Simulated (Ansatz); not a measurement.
Given:

Cr$_{2}$N:
```cif
data_Cr2N
_chemical_formula_sum 'N1 Cr2'
_space_group_name_H-M_alt 'P 1'
_space_group_IT_number 1
_cell_length_a 2.83349
_cell_length_b 2.83349
_cell_length_c 4.22333
_cell_angle_alpha 90.000
_cell_angle_beta 90.000
_cell_angle_gamma 120.000
loop_
_space_group_symop_operation_xyz
  'x, y, z'
loop_
_atom_site_label
_atom_site_type_symbol
_atom_site_fract_x
_atom_site_fract_y
_atom_site_fract_z
_atom_site_occupancy
N1 N 0.00000 0.00000 0.00000 1
Cr1 Cr 0.33333 0.66667 0.24638 1
Cr2 Cr 0.66667 0.33333 0.75362 1
```

This is the PBE-relaxed structure.

Problem. All from PBE (plane waves, PAW; program Ansatz), unless another level is named. Estimate the electronic character.

Solution. metallic (no gap).

Problem. What about the density of states at the Fermi level?

Solution. 1.2 states/eV per atom (mean over ±0.08 eV).

Problem. Give the formation energy from the elements (no fitted shifts).

Solution. -0.24 eV/atom.

Space group P-3m1 (anti-CdI2 type). The cell is a constructed one: a structure type filled with these elements; neither database checked (COD, Materials Project) lists it. COD files the formula under space group No. 162, so this cell is another polymorph or a model. Its standing as an ambient phase is unchecked. Symmetry was held in the PBE relaxation; whether a distortion lowers the energy is not shown. The workflow began spin-polarised and lost its moments. The references are the lowest solids computed at this level, not always the standard phases (solids in place of the gases).

Potentials: the earlier of the program's two PAW sets.
